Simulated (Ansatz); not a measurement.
BaTiO3:
```cif
data_BaO3Ti
_chemical_formula_sum 'Ba1 Ti1 O3'
_space_group_name_H-M_alt 'P 1'
_space_group_IT_number 1
_cell_length_a 3.97020
_cell_length_b 3.97020
_cell_length_c 3.97020
_cell_angle_alpha 90.000
_cell_angle_beta 90.000
_cell_angle_gamma 90.000
loop_
_space_group_symop_operation_xyz
  'x, y, z'
loop_
_atom_site_label
_atom_site_type_symbol
_atom_site_fract_x
_atom_site_fract_y
_atom_site_fract_z
_atom_site_occupancy
Ba1 Ba 0.50000 0.50000 0.50000 1
Ti1 Ti 0.00000 0.00000 0.00000 1
O1 O 0.50000 0.00000 0.00000 1
O2 O 0.00000 0.50000 0.00000 1
O3 O 0.00000 0.00000 0.50000 1
```

Relaxed with PBEsol. PBEsol (plane waves, PAW; program Ansatz) gives a gap of 1.82 eV.

What gap does HSE06 give on the same cell (Ansatz, PAW)?

3.26 eV, 1.44 eV more. The hybrid was solved on a coarser mesh and at special points; the gap given is the minimum over both.

```tsv
k	v1 PBEsol	c1 PBEsol	v1 HSE06	c1 HSE06
Γ	-0.07	1.82	-0.06	3.26
R	0.00	4.38	?	?
M	-0.05	3.68	?	?
X	-0.67	1.96	?	?
```

Top valence (v1) and lowest conduction level (c1) in eV from each method's valence maximum (which need not be a listed point): supply the withheld HSE06 values.


- R, v1 HSE06: 0.00
- R, c1 HSE06: 6.08
- X, v1 HSE06: -0.72
- X, c1 HSE06: 3.41
- M, v1 HSE06: -0.05
- M, c1 HSE06: 5.27

Cost on shared cores: the PBEsol run (SCF on a 7×7×7 mesh, then bands and DOS) about 15 core-seconds (a rough figure), the HSE06 run (SCF on 4×4×4, then a few points) roughly 60 core-seconds; the tasks are unlike.

Space group Pm-3m (cubic perovskite). This is a known high-temperature phase of the composition, computed here at zero pressure and temperature. The cell was relaxed with PBEsol under the symmetry of its start; whether a distortion lowers the energy is not shown. No spin polarisation was allowed. Scalar-relativistic: spin–orbit coupling is off unless named, which matters more the heavier the elements.

Potentials: the earlier of the program's two PAW sets. The files were generated under PBE; for other functionals the program regenerates the frozen cores, and for LDA and PBEsol the local potential too.
